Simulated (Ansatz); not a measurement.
Ti:
```
Ti
1.0
    0.00000     3.05933     3.05933
    3.05933     0.00000     3.05933
    3.05933     3.05933     0.00000
Ti
2
Direct
  0.00000   0.00000   0.00000
  0.25000   0.25000   0.25000
```
Starting moments (μB, in the order of the atoms Ti Ti): 2.7 2.7.

Relaxed with r²SCAN.

**Question.** Map the spin density (μB/Å³) on the plane through (0.000, 0.000, 0.000) spanned by u = [1, 0, 0] and v = [-1, 1, 1] in lattice vectors, from r²SCAN (plane waves, PAW; program Ansatz).

**Answer.** x is the fraction of u, y of v (the angle between them is 90°; rows are the nearest grid lines); atoms in the plane: Ti at (0.00, 0.00), Ti at (0.50, 0.25).
```
y \ x    0.000  0.0909   0.182  0.273   0.364   0.455   0.545   0.636  0.727   0.818   0.909    1.00
------  ------  ------  ------  -----  ------  ------  ------  ------  -----  ------  ------  ------
1.00      1.75   0.996   0.267  0.116   0.072   0.048   0.048   0.072  0.116   0.267   0.996    1.75
0.935    0.928   0.734   0.177  0.054   0.029   0.018   0.018   0.029  0.054   0.177   0.734   0.928
0.839    0.111   0.092   0.046  0.016   0.003  -0.002  -0.002   0.003  0.016   0.046   0.092   0.111
0.774    0.057   0.047   0.026  0.008  -0.002  -0.006  -0.006  -0.002  0.008   0.026   0.047   0.057
0.677    0.014   0.012   0.007  0.001  -0.002  -0.004  -0.004  -0.002  0.002   0.007   0.012   0.014
0.613    0.000   0.000   0.001  0.002   0.003   0.004   0.004   0.003  0.002   0.001   0.000   0.000
0.548   -0.006  -0.005  -0.001  0.006   0.015   0.022   0.022   0.015  0.006  -0.001  -0.005  -0.006
0.452   -0.006  -0.004   0.004  0.020   0.046   0.069   0.069   0.046  0.020   0.004  -0.004  -0.006
0.387    0.000   0.003   0.012  0.036   0.098   0.151   0.151   0.097  0.036   0.012   0.003   0.000
0.323    0.014   0.019   0.034  0.079   0.364   0.770   0.769   0.365  0.080   0.034   0.019   0.014
0.226    0.057   0.075   0.118  0.190   0.470    1.34    1.34   0.470  0.190   0.118   0.075   0.057
0.161    0.111   0.145   0.195  0.241   0.306   0.468   0.468   0.306  0.241   0.195   0.144   0.111
0.0645   0.928   0.540   0.279  0.194   0.139   0.093   0.093   0.139  0.194   0.279   0.540   0.928
0.000     1.75   0.996   0.267  0.116   0.072   0.048   0.048   0.072  0.116   0.267   0.996    1.75
```

The density is the valence pseudo-density with augmentation charge, so density and ELF within about 1 Å of a nucleus are not all-electron values.

Space group Fd-3m (diamond). The start of the workflow was typed in or built on a structure type; neither database checked (COD, Materials Project) lists it. It is not the phase usual at ambient conditions (space group No. 194). The r²SCAN relaxation kept the symmetry of its start; its stability against distortions is not shown here. Spin order of the final state: ferromagnetic, chosen from 4 collinear starts compared on coarse meshes (ties went to the first, and starts can fall back to one state), not a proven ground state. Other orbital occupations within this spin state were not tried.

Potentials: the earlier of the program's two PAW sets.
